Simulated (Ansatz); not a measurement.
## Squeezing Co (sc type)

```xyz
1
Lattice="2.2554 0.0000 0.0000 0.0000 2.2554 0.0000 0.0000 0.0000 2.2554" Properties=species:S:1:pos:R:3 pbc="T T T"
Co    0.0000    0.0000    0.0000
```

The cell comes from a relaxation on PAW files under the same functional, begun from a prototype that needn't be the stable phase.

Its volume is scaled at fixed shape and fractional positions.

Computed with Ansatz 0.2.0; functional LDA, scalar-relativistic. Settings: a Γ-centred 17×17×17 k mesh, Fermi–Dirac smearing of 0.05 eV, spin-polarised from start moments Co 1.7 μB. Methods: LAPW: all electrons, basis error target 1 meV/atom; PAW: frozen-core files, cutoff 420 eV; crystal datasets: all electrons, by PAW datasets that the program makes for each cell; norm-conserving: pseudopotentials, cutoff 1306 eV.

Energies are extrapolated to zero smearing and count from the unscaled cell; pressure is positive in compression; gaps take the mesh and a band path. No temperature or zero-point motion is included.

The magnetic state is the one reached from the start moments; other orders weren't searched. The PAW files were made under PBE. The structure type is held throughout; the real material can change phase at far lower pressure.

| V/V0 | V (Å³/atom) | P LAPW (GPa) | ΔE LAPW (eV/atom) | P PAW − LAPW (GPa) | ΔE PAW − LAPW (meV/atom) | moment (μB/cell) |
| --- | --- | --- | --- | --- | --- | --- |
| 1.00 | 11.47 | -0.13 | 0.000 | 0.15 | 0.0 | 1.53 |
| 0.95 | 10.90 | 10.88 | 0.017 | 0.19 | 0.6 | 1.45 |
| 0.85 | 9.75 | 45.7 | 0.208 | 0.36 | 2.6 | 1.31 |
| 0.75 | 8.60 | 98.1 | 0.706 | 0.79 | 5.7 | 0.00 |
| 0.65 | 7.46 | 214.7 | 1.780 | 1.65 | 14.1 | 0.00 |
| 0.55 | 6.31 | ? | 4.043 | 2.30 | 29.3 | 0.00 |
| 0.45 | 5.16 | 939.5 | 8.759 | -5.29 | 29.5 | 0.00 |
| 0.40 | 4.59 | 1403 | 12.889 | -23.40 | -16.6 | 0.00 |

Give the missing entry: row "0.55", column "P LAPW (GPa)".

444.8.

From the table, what is the rise of the enthalpy H = E + pV up to the last row, and how stiff is the crystal between the last two rows?

ΔH = 12.889 eV + (1403 GPa × 4.59 Å³ + 0.13 GPa × 11.47 Å³) × 0.006242 eV/(GPa·Å³) = 53.08 eV/atom, of which pV makes 76 %. The mean bulk modulus there is −ΔP/Δln V = 3930 GPa.

At the smallest volume, how far do crystal datasets and norm-conserving lie from LAPW in pressure?

crystal datasets: -0.01 GPa; norm-conserving: -36.52 GPa, on a LAPW pressure of 1403 GPa.

How do the Löwdin populations by LAPW change from the unscaled cell to the last row?

Co 3s 1.98 → 1.91, Co 4s 0.95 → 0.70, Co 3d 7.88 → 8.29 electrons an atom. These are projections on the shells that the free atoms fill; 0.20 e a cell lies outside them at the start and 0.13 e at the end.

Where is the magnetism lost?

By V/V0 = 0.75 (98.1 GPa) the moment has died away, since the bands widen under compression.
